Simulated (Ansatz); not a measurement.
**HfRh3, first-principles data**

HfRh3 (Cu3Au type, Pm-3m), a = b = c = 3.895 Å, α = β = γ = 90.00°.

Space group Pm-3m (No. 221), Cu3Au type; conventional cell a = b = c = 3.8950 Å, α = β = γ = 90.00°.

Method: PBEsol in the plane-wave PAW code Ansatz. Geometry: relaxed at this level of theory. Other levels are named where they apply.

### Cell and energy

- Volume per atom: 14.77 Å³
- Density: 13.69 g/cm³
- Formation energy from the elements (no fitted shifts): -0.73 eV/atom

### Electronic structure

- Electronic character = metallic (no gap)
- Density of states at the Fermi level = 0.86 states/eV per atom (mean over ±0.08 eV)
- Gap with spin–orbit coupling = none (metallic)

### Mechanics

* **Bulk modulus (Birch–Murnaghan fit)**: 246 GPa
* **Pressure derivative B′**: 4.7
* **Elastic constants (relaxed ions, GPa)**: C11 = 356, C12 = 190, C44 = 168
* **Mechanical stability**: stable (all eigenvalues of C positive)
* **Hill bulk and shear moduli**: 245 and 126 GPa
* **Young's modulus**: 324 GPa
* **Poisson's ratio**: 0.28
* **Debye temperature from the elastic constants**: 411 K

### Phonons

* **Highest zone-centre frequency**: 210 cm⁻¹
* **Zone-centre stability**: no imaginary mode at Γ

The workflow started from a Materials Project entry (that database holds measured and hypothetical structures alike); the Crystallography Open Database files this formula in space group No. 221, but the cells were not matched. Whether it is the stable phase at ambient conditions was not checked. The PBEsol relaxation kept the symmetry of its start. No spin polarisation was allowed. As this level gives no gap, shear constants depend on the k-mesh and smearing (Fermi–Dirac, 0.1 eV here). As this level gives no gap, phonon frequencies hold no LO–TO term and depend on the k-mesh and smearing (Fermi–Dirac, 0.1 eV here). The references are the lowest solids computed at this level, not always the standard phases. Spin–orbit coupling is left out wherever it is not named.

Potentials: the later of the program's two PAW sets.
